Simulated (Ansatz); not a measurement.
## GaNi: enthalpy against pressure

GaNi, Pm-3m, a = 2.873 Å. The structure is a Materials Project entry; whether it is the stable form wasn't checked. Ansatz: PBEsol, PAW, 420 eV, Γ-centred 14×14×14 mesh on 2 atoms, Gaussian smearing 0.10 eV; no spin polarisation. Cell and atoms are relaxed at each pressure, and no other structure is tried, so the rows at high pressure may lie past a change of phase. y is the enthalpy over the state at zero pressure; there V0 = 11.857 Å³/atom. The pressures are the targets, met within 0.02 GPa.

```
P (GPa) y (eV/atom)
   -3.0      -0.2239
    0.0       0.0000
    3.0       0.2202
    8.0       0.5796
   15.0       1.0690
   30.0            ?
   60.0       3.9480
```

Fit y = c1 P + c2 P² + c3 P³ to the other rows, say what c1 and c2 mean, and predict the missing value.

Least squares on the rows shown. y = 0.073980 P − 0.00019617 P² + 9.9732×10⁻⁷ P³. Since dH/dP = V, c1 is V0: 0.073980 eV/GPa × 160.2 = 11.852 Å³ against 11.857; c2 = −V0/(2B0) gives B0 = 189 GPa, where a Birch–Murnaghan fit to the volumes of the same runs (not shown) gives 176 GPa: a cubic over this range folds the higher terms into c2. At P = 30.0 the fit asked for gives 2.0698 eV/atom. The run gave 2.0735 eV/atom, so the fit is 0.0037 eV/atom too low, 0.089 % of the span of the series, against an rms of 0.0001 eV/atom on the fitted rows. With a term in P⁴ added, a fit to the same known rows predicts 2.0743 eV/atom, so most of the miss is curvature that the known rows already hold.

The mesh isn't the same in all rows (14×14×14, 16×16×16).